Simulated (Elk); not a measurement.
The cell is the one relaxed in the Materials Project (mp-7760), not relaxed further here; entries there can be hypothetical.

A run on AlSn: DFT, PBE, all-electron APW+lo, Dirac cores, scalar-relativistic bands (Elk 11.2.3 with local patches). The input:

```
tasks
  0
  110
  115

xctype
  20

rgkmax
  8.0

gmaxvr
  16.0

lmaxapw
  10

lmaxo
  7

lmaxi
  1

nrmtscf
  2.0

nempty
  8

epspot
  1e-06

epsengy
  1e-05

maxscl
  120

hmaxvr
  6.0

lradstp
  4

swidth
  0.002

tforce
  .true.

sppath
  './'

avec
  7.93326985585 0.00000000000 0.00000000000
  -3.96663492793 6.87041323024 0.00000000000
  0.00000000000 0.00000000000 6.24903516604

atoms
  2
  'Al.in'
  1
  0.000000000000 0.000000000000 0.000000000000   0.000 0.000 0.000
  'Sn.in'
  1
  0.333333333333 0.666666666667 0.500000000000   0.000 0.000 0.000

ngridk
  8 8 9
```

Sphere radii set in the species files: Sn 2.60, Al 2.20 bohr.

Total energy and RMS change of the potential by loop (first and last loops):

```csv
loop,E (Ha),RMS ΔV (Ha)
1,-6422.244463,–
2,-6423.523620,4.69e-01
3,-6423.597690,3.05e-01
4,-6422.696070,1.22e-01
5,-6422.150675,3.56e-02
10,-6421.893536,1.50e-05
11,-6421.893002,1.87e-06
12,-6421.892966,7.59e-07
13,-6421.892908,7.10e-08
14,-6421.892907,3.56e-08
15,-6421.892904,1.09e-08
16,-6421.892904,6.36e-09
17,-6421.892905,–
```

Messages:

```
Error(writeefg): lmaxi too small for calculating the EFG : 1
 Run the ground-state calculation again with lmaxi >= 2
```

Q: Is the run sound, and if not, why?

A: In part. The ground state converged and stands; the field-gradient step (task 115) then stopped, since the gradient needs l = 2 in the inner part of the spheres and lmaxi = 1 leaves it out. lmaxi of 2 or more cures it.
